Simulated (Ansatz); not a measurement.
Relaxed-ion elastic tensor of HfC (zinc blende, F-43m) in GPa (Voigt order), r²SCAN (plane waves, PAW; program Ansatz); density 9.96 g/cm³, 15.88 Å³ per atom.

|  | 1 | 2 | 3 | 4 | 5 | 6 |
|---|---|---|---|---|---|---|
| 1 | 191 | 150 | 150 | 0.0 | 0.0 | 0.0 |
| 2 | 150 | 191 | 150 | 0.0 | 0.0 | 0.0 |
| 3 | 150 | 150 | 191 | 0.0 | 0.0 | 0.0 |
| 4 | 0.0 | 0.0 | 0.0 | 68.5 | 0.0 | 0.0 |
| 5 | 0.0 | 0.0 | 0.0 | 0.0 | 68.5 | 0.0 |
| 6 | 0.0 | 0.0 | 0.0 | 0.0 | 0.0 | 68.5 |

Is the crystal mechanically stable?

Yes: the smallest eigenvalue of C is 40.6 GPa.

Work out the Voigt, Reuss and Hill averages.

K_V = 164, K_R = 164, K_H = 164; G_V = 49.2, G_R = 35.1, G_H = 42.2 GPa.

Give Young's modulus, Poisson's ratio, Pugh's ratio and the universal anisotropy index.

E = 9KG/(3K + G) = 116 GPa; ν = 0.38; K/G = 3.89 (ductile by the Pugh limit of 1.75); A_U = 5G_V/G_R + K_V/K_R − 6 = 2.01.

Estimate the sound speeds and the Debye temperature.

v_l = √((K + 4G/3)/ρ) = 4700 m/s, v_t = √(G/ρ) = 2060 m/s, mean 2320 m/s; Θ = (h/k)(3n/4πV)^(1/3) v_m = 275 K.

Give the Zener ratio and Young's modulus along [100], [110] and [111].

A = 2C44/(C11 − C12) = 3.38; 1/E = S11 − 2(S11 − S12 − S44/2)Γ with Γ = 0, 1/4, 1/3 gives 58.4, 119, 180 GPa.

The start of the workflow was typed in or built on a structure type; neither database checked (COD, Materials Project) lists it. It is not the phase usual at ambient conditions (space group No. 225). The cell was relaxed with r²SCAN under the symmetry of its start; its stability against distortions is not shown here. No spin polarisation was allowed. Spin–orbit coupling is left out wherever it is not named.

Potentials: the later of the program's two PAW sets.
